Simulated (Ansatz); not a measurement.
The structure comes from a relaxation in the same program, started in the wurtzite type, and has space group P6_3mc. Whether it is a known phase or the ground state wasn't checked.

BiIr: DFT, PBE, all-electron LAPW, scalar-relativistic (Ansatz 0.2.0).

```yaml
crystal:
  lattice:
    - [4.1827179738, 0.0, 0.0]
    - [-2.091358987, 3.6223400222, 0.0]
    - [0.0, 0.0, 7.5548139708]
  atoms:
    - { symbol: Ir, position: [0.3333333333, 0.6666666667, 0.0101404198] }
    - { symbol: Ir, position: [0.6666666667, 0.3333333333, 0.5101404198] }
    - { symbol: Bi, position: [0.3333333333, 0.6666666667, 0.3658595802] }
    - { symbol: Bi, position: [0.6666666667, 0.3333333333, 0.8658595802] }
kpoints:
  mp_grid: { grid: [9, 9, 5] }
  band_path:
    path:
      - [0.0, 0.0, 0.0]
      - [0.5, 0.0, 0.0]
      - [0.3333333333, 0.3333333333, 0.0]
      - [0.0, 0.0, 0.0]
      - [0.0, 0.0, 0.5]
      - [0.5, 0.0, 0.5]
      - [0.3333333333, 0.3333333333, 0.5]
      - [0.0, 0.0, 0.5]
      - [0.5, 0.0, 0.5]
    npoints: 8
scf:
  occupations: { method: fermi_dirac, width: 0.05 }
hamiltonian:
  xc: pbe
  pseudopotentials: { kind: all_electron, lapw: { basis_error: 0.001 } }
output:
  forces: true
  stress: true
  eigenvalues: true
  fatbands: true
  populations: true
  dos: { projected: true, de: 0.2, e_range: [-14, 8] }
```

Output:

```
Ir: projections on atomic orbitals take those of the free atom 1s2 2s2 2p6 3s2 3p6 3d10 4s2 4p6 4d10 4f14 5s2 5p6 5d7 6s2, of charge +0.00 (hamiltonian.pseudopotentials.projection_atoms)
Bi: projections on atomic orbitals take those of the free atom 1s2 2s2 2p6 3s2 3p6 3d10 4s2 4p6 4d10 4f14 5s2 5p6 5d10 6s2 6p3, of charge +0.00 (hamiltonian.pseudopotentials.projection_atoms)
LAPW: plane waves up to 8.917 Å⁻¹, error target 1.0e-3 eV per atom; small_component_spin mean_spin; Ir in spheres of 1.320 Å, 41 of its electrons in bands, Dirac shells []; Bi in spheres of 1.329 Å, 47 of its electrons in bands, Dirac shells []
Engine: ansatz 0.2.0
Pseudopotentials: kind: all_electron
Pseudopotential: Ir, LAPW, valence charge 41, Koelling and Harmon's equation, gaussian nucleus
Pseudopotential: Bi, LAPW, valence charge 47, Koelling and Harmon's equation, gaussian nucleus
Functional definition: PBE
  parameter kappa = 0.804
  parameter beta = 0.06672455060314922
  exchange = pbe_x(kappa = kappa, mu = beta*pi^2/3)
  correlation = pbe_c(beta = beta)
Crystal: 4 atoms, lattice volume = 114.465 Å³
Basis set: ecut = 302.9318901605908 eV, 1335 PW (Γ), exchange–correlation at level 2
Bands: 106, of which v1, the nominal top of the filled ones, is band 88 counted from 1 (87 counted from 0)
Symmetry: 12 space group operations
Space group: P63mc (ITA 186), of the structure as read, at distance tolerance 4.9e-5 Å
k-points: 36 of 405 (time reversal used)
Non-local potential: Ir, projectors of the file, none
Non-local potential: Bi, projectors of the file, none
Initial density: superposition of atomic densities (chi_scale 0.1, normalization cell, long waves kept (reshape's long-wave potential 0.00 eV rms))
Initial wavefunctions: plane waves of lowest kinetic energy (no species holds an atomic orbital)
Functional: x = pbe(κ = 0.804, μ = 0.2195149727645171), c = pbe(β = 0.06672455060314922)
iter 1 solved again at ethr=3.31e-3 eV; its pass at ethr=1.00e-1 eV (dr2=5.83e0 eV) is discarded
SCF iter   1: F=—  HF=-2141463.146529 eV  |F-HF|=—  |Δ(HF+E_count)|=         —  Δρ=4.86e-2  dr2=5.83e0  ethr=3.31e-3  ⟨swp⟩=2.0  Hψ=22536  notcnv=0
preconditioner: auto → LDOS  [metal: Δε(μ)=0.013 eV  Ē_g=19.132 eV  σ=0.050 eV  W_gap=0.06  n_scr=36 (ndim 8)  ℏωp=24.0 eV  f_vac=0.295  D(μ)=1.54/eV (n_scr^D=2)  β→1.0]
SCF iter   2: F=—  HF=-2141462.798464 eV  |F-HF|=—  |Δ(HF+E_count)|=   3.48e-1  Δρ=3.74e-2  dr2=3.28e0  ethr=3.31e-3  ⟨swp⟩=3.0  Hψ=11404  notcnv=0
iter 3 solved again at ethr=2.98e-5 eV; its pass at ethr=1.86e-3 eV (dr2=5.24e-2 eV) is discarded
SCF iter   3: F=—  HF=-2141461.310451 eV  |F-HF|=—  |Δ(HF+E_count)|=    1.49e0  Δρ=4.78e-3  dr2=5.25e-2  ethr=2.98e-5  ⟨swp⟩=2.0  Hψ=18098  notcnv=0
SCF iter   4: F=—  HF=-2141461.287743 eV  |F-HF|=—  |Δ(HF+E_count)|=         —  Δρ=9.72e-4  dr2=1.26e-3  ethr=2.98e-5  ⟨swp⟩=2.0  Hψ=10888  notcnv=0
the basis was enlarged: its passes take 571.3 KiB over the memory plan, 1 of 1 planned eigensolver slots
SCF iter   5: F=—  HF=-2141461.284067 eV  |F-HF|=—  |Δ(HF+E_count)|=   3.68e-3  Δρ=4.03e-4  dr2=1.31e-4  ethr=7.19e-7  ⟨swp⟩=2.0  Hψ=10888  notcnv=0
SCF iter   6: F=—  HF=-2141461.284155 eV  |F-HF|=—  |Δ(HF+E_count)|=   8.81e-5  Δρ=6.55e-5  dr2=3.86e-6  ethr=7.44e-8  ⟨swp⟩=3.0  Hψ=11329  notcnv=0
SCF iter   7: F=—  HF=-2141461.284150 eV  |F-HF|=—  |Δ(HF+E_count)|=   4.94e-6  Δρ=2.19e-5  dr2=8.73e-7  ethr=2.19e-9  ⟨swp⟩=3.0  Hψ=11190  notcnv=0
SCF iter   8: F=-2141461.284150 eV  HF=-2141461.284150 eV  |F-HF|=3.68e-8  |Δ(HF+E_count)|=   3.23e-7  Δρ=5.12e-6  dr2=2.41e-8  ethr=4.96e-10  ⟨swp⟩=3.0  Hψ=11123  notcnv=0
SCF 1 converged in 8 iterations: F = -2141461.284150 eV  dr2 = 2.41e-8
NSCF: frozen V_eff on 65 k-points
SCF converged after 8 iterations
Free energy (F): -2141461.284150 eV
Harris-Foulkes:  -2141461.284150 eV  (|F-HF|=3.68e-8)
Internal energy: -2141461.271457 eV  (E = F + TS)
E sigma→0 (E₀):  -2141461.277804 eV
Entropy (-TS):   -0.012694 eV (-3.173 meV/atom)
Fermi energy:    14.976746 eV
--- Per-component energies (eV) ---
  E_band       = -20429.500548
  E_kinetic    = 2453709.854932
  E_xc         = -40562.218522
  E_electrostatic = -4554608.907867  (all electrons and nuclei)
  E_smearing   = -0.012694  (= −TS)
  E_closure    = 0.000000  (closes the sum)
  E_atoms      = -2141437.700225  (free atoms, spherical and without spin; not in F)
  Σ components = -2141461.284150   (vs F -2141461.284150, Δ=0.00e0)
  Basis errors (estimates in eV, not in F): energy 4.3e-4 per atom: plane waves 3.9e-4 (2.3e-4 summed), levels above the bands 7.4e-101, relativity 8.5e-8, radial functions 4.1e-5, core shells 9.2e-7; eigenvalues (radial functions only) 9.2e-7; not estimated: angular momenta, meshes, grids; target (lapw.basis_error) 1.0e-3; muffin-tin radii Ir 1.320 Å, Bi 1.329 Å
--- Forces (eV/Å), atoms counted from 1 ---
  atom   1  Ir     0.00000000     0.00000000     0.00454315
  atom   2  Ir    -0.00000000    -0.00000000     0.00454315
  atom   3  Bi     0.00000000     0.00000000    -0.00454164
  atom   4  Bi    -0.00000000    -0.00000000    -0.00454164
  max |Σ_I F_I| component: 3.02e-6 eV/Å
--- Stress (GPa, compression-positive) ---
       -0.020474      -0.000000      -0.000000
        0.000000      -0.020474      -0.000000
       -0.000000      -0.000000      -0.010536
  P = ⅓ Tr σ = -0.0172 GPa (-0.172 kbar)
--- Band table (eV; the first three rows and the last of 36) ---
  k-point 0: bands = ["-409.8422", "-409.8422", "-409.8422", "-409.8422", "-409.8371", "-409.8371", "-409.8371", "-409.8371", "-409.8357", "-409.8357", "-268.8076", "-268.8076", "-268.8076", "-268.8076", "-268.7964", "-268.7964", "-268.7657", "-268.7657", "-268.7657", "-268.7657", "-137.9251", "-137.9251", "-133.0310", "-133.0310", "-133.0309", "-133.0309", "-133.0272", "-133.0272", "-133.0272", "-133.0272", "-133.0248", "-133.0248", "-133.0248", "-133.0248", "-133.0240", "-133.0240", "-76.1918", "-76.1918", "-76.1918", "-76.1918", "-76.1899", "-76.1835", "-76.1094", "-76.1029", "-40.4936", "-40.4936", "-40.4676", "-40.4676", "-40.4676", "-40.4676", "-40.4624", "-40.4624", "-40.4467", "-40.4467", "-40.4467", "-40.4467", "-40.4359", "-40.4359", "-33.0869", "-33.0854", "-33.0557", "-33.0557", "-33.0556", "-33.0556", "-7.6299", "-7.6299", "-7.6245", "-7.6224", "-7.6224", "-7.6049", "-7.5785", "-7.5785", "-7.5710", "-7.5710", "3.0192", "3.8521", "10.3160", "11.4039", "11.8482", "11.8482", "12.1745", "12.1745", "13.3824", "13.3824", "13.5181", "13.5767", "13.5767", "17.1376", "17.8535", "17.8535", "19.0133", "19.5141", "19.9238", "19.9238", "21.2010", "22.3552", "22.3552", "23.4787", "23.4787", "23.6903", "24.2422", "24.4513", "24.7825", "26.0773", "26.0773", "26.3134"]
  k-point 1: bands = ["-409.8422", "-409.8422", "-409.8422", "-409.8422", "-409.8371", "-409.8371", "-409.8371", "-409.8371", "-409.8357", "-409.8357", "-268.8076", "-268.8076", "-268.8076", "-268.8076", "-268.7964", "-268.7964", "-268.7657", "-268.7657", "-268.7657", "-268.7657", "-137.9251", "-137.9251", "-133.0310", "-133.0310", "-133.0309", "-133.0309", "-133.0272", "-133.0272", "-133.0272", "-133.0272", "-133.0248", "-133.0248", "-133.0248", "-133.0248", "-133.0240", "-133.0240", "-76.1918", "-76.1918", "-76.1918", "-76.1918", "-76.1893", "-76.1841", "-76.1087", "-76.1035", "-40.4936", "-40.4936", "-40.4676", "-40.4676", "-40.4676", "-40.4676", "-40.4624", "-40.4624", "-40.4467", "-40.4467", "-40.4467", "-40.4467", "-40.4359", "-40.4359", "-33.0868", "-33.0855", "-33.0557", "-33.0557", "-33.0556", "-33.0556", "-7.6292", "-7.6292", "-7.6231", "-7.6231", "-7.6225", "-7.6067", "-7.5778", "-7.5778", "-7.5717", "-7.5717", "3.0876", "3.7586", "10.4205", "11.2931", "11.8718", "11.8718", "12.1337", "12.1337", "13.4077", "13.4077", "13.5676", "13.5676", "13.7730", "16.6175", "17.9950", "17.9950", "19.0793", "19.4689", "19.6151", "19.6151", "21.5059", "22.5813", "22.5813", "23.4289", "23.4289", "23.9128", "24.0936", "24.7909", "24.8671", "26.1832", "26.1832", "26.3844"]
  k-point 2: bands = ["-409.8422", "-409.8422", "-409.8422", "-409.8422", "-409.8371", "-409.8371", "-409.8371", "-409.8371", "-409.8357", "-409.8357", "-268.8076", "-268.8076", "-268.8076", "-268.8076", "-268.7964", "-268.7964", "-268.7657", "-268.7657", "-268.7657", "-268.7657", "-137.9251", "-137.9251", "-133.0310", "-133.0310", "-133.0309", "-133.0309", "-133.0272", "-133.0272", "-133.0272", "-133.0272", "-133.0248", "-133.0248", "-133.0248", "-133.0248", "-133.0240", "-133.0240", "-76.1918", "-76.1918", "-76.1918", "-76.1918", "-76.1878", "-76.1858", "-76.1070", "-76.1050", "-40.4936", "-40.4936", "-40.4676", "-40.4676", "-40.4676", "-40.4676", "-40.4625", "-40.4625", "-40.4467", "-40.4467", "-40.4467", "-40.4467", "-40.4359", "-40.4359", "-33.0864", "-33.0859", "-33.0557", "-33.0557", "-33.0556", "-33.0556", "-7.6273", "-7.6273", "-7.6250", "-7.6250", "-7.6176", "-7.6115", "-7.5759", "-7.5759", "-7.5736", "-7.5736", "3.2760", "3.5306", "10.6870", "11.0158", "11.9398", "11.9398", "12.0386", "12.0386", "13.4688", "13.4688", "13.5316", "13.5316", "14.4950", "15.5417", "18.3988", "18.3988", "18.9926", "18.9926", "19.2097", "19.3530", "22.3530", "22.9734", "22.9734", "23.2681", "23.2681", "23.3899", "24.1232", "24.4836", "26.4060", "26.4060", "26.4226", "26.4903"]
  k-point 35: bands = ["-409.8422", "-409.8422", "-409.8422", "-409.8422", "-409.8371", "-409.8371", "-409.8371", "-409.8371", "-409.8357", "-409.8357", "-268.8076", "-268.8076", "-268.8076", "-268.8076", "-268.7964", "-268.7964", "-268.7657", "-268.7657", "-268.7657", "-268.7657", "-137.9251", "-137.9251", "-133.0310", "-133.0310", "-133.0309", "-133.0309", "-133.0272", "-133.0272", "-133.0272", "-133.0272", "-133.0248", "-133.0248", "-133.0248", "-133.0248", "-133.0240", "-133.0240", "-76.1976", "-76.1976", "-76.1918", "-76.1918", "-76.1838", "-76.1838", "-76.1031", "-76.1031", "-40.4936", "-40.4936", "-40.4676", "-40.4676", "-40.4676", "-40.4676", "-40.4625", "-40.4625", "-40.4467", "-40.4467", "-40.4467", "-40.4467", "-40.4359", "-40.4359", "-33.0856", "-33.0856", "-33.0577", "-33.0577", "-33.0573", "-33.0573", "-7.6309", "-7.6309", "-7.6266", "-7.6251", "-7.6017", "-7.6017", "-7.5696", "-7.5696", "-7.5696", "-7.5680", "4.3015", "4.3015", "10.8082", "10.8082", "11.3663", "11.5501", "12.5055", "12.5055", "13.2439", "13.2715", "13.4890", "13.4890", "14.2433", "14.2433", "14.7348", "15.3105", "16.2162", "16.2162", "20.1611", "20.1611", "21.0239", "22.2332", "24.1480", "24.1480", "25.5656", "25.8366", "25.9471", "25.9471", "27.1183", "27.1183", "29.4505", "29.7333"]
--- Löwdin populations: 4 sites ---
  site symbol       q [e]
     0     Ir     77.0298
     1     Ir     77.0298
     2     Bi     82.7958
     3     Bi     82.7958
  spilling = 0.001090 (of n_electrons = 320.000000)
```

populations.tsv:

```
# site	symbol	l	j	q
# orbitals = lowdin
# n_electrons = 320.000000
# spilling = 0.001090
# projection_atom_Ir: 1s2 2s2 2p6 3s2 3p6 3d10 4s2 4p6 4d10 4f14 5s2 5p6 5d7 6s2
# projection_atom_Bi: 1s2 2s2 2p6 3s2 3p6 3d10 4s2 4p6 4d10 4f14 5s2 5p6 5d10 6s2 6p3
0	Ir	0_1S	-	2.000000
0	Ir	0_2S	-	1.999987
0	Ir	0_3S	-	1.999835
0	Ir	0_4S	-	1.998364
0	Ir	0_5S	-	1.977755
0	Ir	0_6S	-	0.798371
0	Ir	1_2P	-	6.000000
0	Ir	1_3P	-	5.999998
0	Ir	1_4P	-	5.999882
0	Ir	1_5P	-	5.986239
0	Ir	2_3D	-	10.000000
0	Ir	2_4D	-	9.999984
0	Ir	2_5D	-	8.269401
0	Ir	3_4F	-	13.999962
1	Ir	0_1S	-	2.000000
1	Ir	0_2S	-	1.999987
1	Ir	0_3S	-	1.999835
1	Ir	0_4S	-	1.998364
1	Ir	0_5S	-	1.977755
1	Ir	0_6S	-	0.798371
1	Ir	1_2P	-	6.000000
1	Ir	1_3P	-	5.999998
1	Ir	1_4P	-	5.999882
1	Ir	1_5P	-	5.986239
1	Ir	2_3D	-	10.000000
1	Ir	2_4D	-	9.999984
1	Ir	2_5D	-	8.269401
1	Ir	3_4F	-	13.999962
2	Bi	0_1S	-	2.000000
2	Bi	0_2S	-	1.999997
2	Bi	0_3S	-	1.999959
2	Bi	0_4S	-	1.999611
2	Bi	0_5S	-	1.995340
2	Bi	0_6S	-	1.779713
2	Bi	1_2P	-	6.000000
2	Bi	1_3P	-	5.999999
2	Bi	1_4P	-	5.999954
2	Bi	1_5P	-	5.996301
2	Bi	1_6P	-	3.031456
2	Bi	2_3D	-	10.000000
2	Bi	2_4D	-	9.999998
2	Bi	2_5D	-	9.993518
2	Bi	3_4F	-	13.999999
3	Bi	0_1S	-	2.000000
3	Bi	0_2S	-	1.999997
3	Bi	0_3S	-	1.999959
3	Bi	0_4S	-	1.999611
3	Bi	0_5S	-	1.995340
3	Bi	0_6S	-	1.779713
3	Bi	1_2P	-	6.000000
3	Bi	1_3P	-	5.999999
3	Bi	1_4P	-	5.999954
3	Bi	1_5P	-	5.996301
3	Bi	1_6P	-	3.031456
3	Bi	2_3D	-	10.000000
3	Bi	2_4D	-	9.999998
3	Bi	2_5D	-	9.993518
3	Bi	3_4F	-	13.999999
```
